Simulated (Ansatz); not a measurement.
input.yaml (Ansatz)

```yaml
crystal:
  lattice:
    - [12.0, 0.0, 0.0]
    - [0.0, 12.3, 0.0]
    - [0.0, 0.0, 12.6]
  atoms:
    - { symbol: Br, position: [0.5, 0.5, 0.4084887661] }
    - { symbol: Br, position: [0.5, 0.5, 0.5915112339] }
hamiltonian:
  xc: pbe
  pseudopotentials:
    kind: paw
    azcp:
      Br: "pseudopotentials/Br.paw.azcp"
basis:
  ecutwfc: 420
  fft_grid_basis: typed
kpoints:
  mp_grid: { grid: [1, 1, 1], shift: [0, 0, 0] }
magnetization:
  spin_polarized: false
scf:
  occupations: { method: fermi_dirac, width: 0.01 }
```

and its output:

```
Engine: ansatz 0.2.0, x86_64-unknown-linux-gnu
Pseudopotentials: kind: paw
Pseudopotential: Br, paw, valence charge 7, recommended cutoff 420 eV (normal) 
Functional definition: PBE
  parameter kappa = 0.804
  parameter beta = 0.06672455060314922
  exchange = pbe_x(kappa = kappa, mu = beta*pi^2/3)
  correlation = pbe_c(beta = beta)
Crystal: 2 atoms, lattice volume = 1859.760 Å³
Basis set: ecut = 420 eV, 36331 PW (Γ)
Bands: 11, of which v1, the nominal top of the filled ones, is band 7 counted from 1 (6 counted from 0)
Symmetry: 8 space group operations
Space group: Pmmm (ITA 47), of the structure as read, at distance tolerance 1.2e-4 Å
k-points: 1
Non-local potential: Br, projectors of the file, l = 0: 2, l = 1: 2, l = 2: 2
PAW form: soft (Blöchl's): semilocal exchange-correlation on the pseudo side does not see the compensation charge
PAW one-centre angular grid: Br, 110 points (default); XC on 64 Gauss nodes
Initial density: superposition of atomic densities (neutral atoms: chi_scale 0, normalization atom), corrected by the library's trained network
Initial wavefunctions: pseudopotential atomic-orbital guess
Functional: x = pbe(κ = 0.804, μ = 0.2195149727645171), c = pbe(β = 0.06672455060314922)
SCF iter   1: F=—  HF=-5566.098952 eV  |F-HF|=—  |Δ(HF+E_count)|=         —  Δρ=1.97e-4  dr2=1.80e-4  ethr=1.77e-3  ⟨swp⟩=9.0  Hψ=93  notcnv=0
SCF iter   2: F=—  HF=-5566.100424 eV  |F-HF|=—  |Δ(HF+E_count)|=   1.47e-3  Δρ=1.06e-4  dr2=5.85e-5  ethr=1.28e-6  ⟨swp⟩=6.0  Hψ=44  notcnv=0
SCF iter   3: F=—  HF=-5566.100916 eV  |F-HF|=—  |Δ(HF+E_count)|=   4.92e-4  Δρ=3.53e-5  dr2=6.75e-6  ethr=4.18e-7  ⟨swp⟩=5.0  Hψ=28  notcnv=0
SCF iter   4: F=—  HF=-5566.100997 eV  |F-HF|=—  |Δ(HF+E_count)|=   8.06e-5  Δρ=7.19e-6  dr2=9.31e-7  ethr=4.82e-8  ⟨swp⟩=6.0  Hψ=30  notcnv=0
SCF iter   5: F=—  HF=-5566.100997 eV  |F-HF|=—  |Δ(HF+E_count)|=   8.91e-7  Δρ=3.25e-6  dr2=1.63e-7  ethr=6.65e-9  ⟨swp⟩=3.0  Hψ=21  notcnv=0
SCF iter   6: F=-5566.100998 eV  HF=-5566.100998 eV  |F-HF|=4.75e-8  |Δ(HF+E_count)|=   2.51e-7  Δρ=1.04e-6  dr2=1.64e-8  ethr=7.14e-10  ⟨swp⟩=2.0  Hψ=22  notcnv=0
SCF 1 converged in 6 iterations: F = -5566.100998 eV  dr2 = 1.64e-8
SCF converged after 6 iterations
Free energy (F): -5566.100998 eV
Harris-Foulkes:  -5566.100998 eV  (|F-HF|=4.75e-8)
Internal energy: -5566.100998 eV  (E = F + TS)
E sigma→0 (E₀):  -5566.100998 eV
Fermi energy:    -5.444175 eV
--- Per-component energies (eV) ---
  E_band       = -162.672324
  E_kinetic    = 263.212116
  E_local      = -1529.831891  (includes V_loc(G=0)·N_el)
  E_nonlocal   = 140.252851
  E_hartree    = 595.069172
  E_xc         = -525.567549
  E_vxc        = -202.697361  (∫ρ·V_xc dr)
  E_paw        = -4493.790428  (= ΣΔE_a)
  E_vpaw       = -23.744221  (= ΣTr[D̂ρ^β])
  E_aug_tail   = -0.000000  (compensation charges beyond the density's cutoff)
  E_ewald      = -15.445269
  E_smearing   = -0.000000  (= −TS)
  E_closure    = -0.000000  (closes the sum)
  Σ components = -5566.100998   (vs F -5566.100998, Δ=0.00e0)
```
